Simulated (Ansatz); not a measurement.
**Notes on GeSe$_{3}$Cl$_{2}$**

```
CELL_PARAMETERS angstrom
0.00000 6.67726 0.00000
6.49893 -3.33863 0.00000
-1.21734 3.33863 -7.71067
ATOMIC_POSITIONS crystal
Cl 0.80990 0.43770 0.81790
Cl 0.19010 0.56230 0.18210
Se 0.11170 0.81560 0.59220
Se 0.88830 0.18440 0.40780
Ge 0.11970 0.05400 0.81460
Ge 0.88030 0.94600 0.18540
Se 0.28640 0.00000 0.00000
Se 0.71360 0.00000 0.00000
Cl 0.58600 0.80290 0.63090
Cl 0.41400 0.19710 0.36910
Se 0.29840 0.37200 0.77520
Se 0.70160 0.62800 0.22480
```

Method: r2SCAN, no spin polarisation; PAW, plane waves to 500 eV, 5×5×5 Γ-centred mesh, fermi-dirac occupations (width 0.1 eV) (Ansatz 0.2.0), atoms fixed.

**Electronic structure.** It is a metal, with about 17 states/eV a cell as the mean within 0.25 eV of the Fermi level, mostly Se p (69 %) and Cl p (29 %).
**Stress.** The pressure is 2.1 GPa (compression positive), so with the atoms held at these fractions the cell would first expand; the forces are large, so a full relaxation may end otherwise. The principal stresses -2.4, 1.4, 7.3 GPa differ, so its shape would change too.
**Contacts.** Ge–Se at 2.14 Å: least valence density 0.87 e/Å³ and ELF 0.66 there. Se–Se at 2.85 Å: least valence density 0.24 e/Å³ and ELF 0.28 there. Cl–Se at 3.18 Å: least valence density 0.11 e/Å³ and ELF 0.08 there. Both are smooth PAW fields, read partly inside the augmentation spheres.
**Forces.** The largest is on Se11 (and as large on other atoms): 3.24 eV/Å, components (3.22, 0.00, 0.39). It makes 179° with the line to a nearest neighbour, Ge5 at 2.14 Å, pointing away from it.
**Formation energy.** 0.35 eV an atom against the elements' usual phases (free molecules for gases, crystals otherwise, with no correction for O₂ or N₂), so at this geometry it isn't bound against them. Relaxing would lower it.

Origin: a known structure type with other elements, at an estimated volume, so it need not be a known compound. Caveats: many states at the Fermi level without spin polarisation, so a magnetic state may lie lower; atoms or cell far from equilibrium.
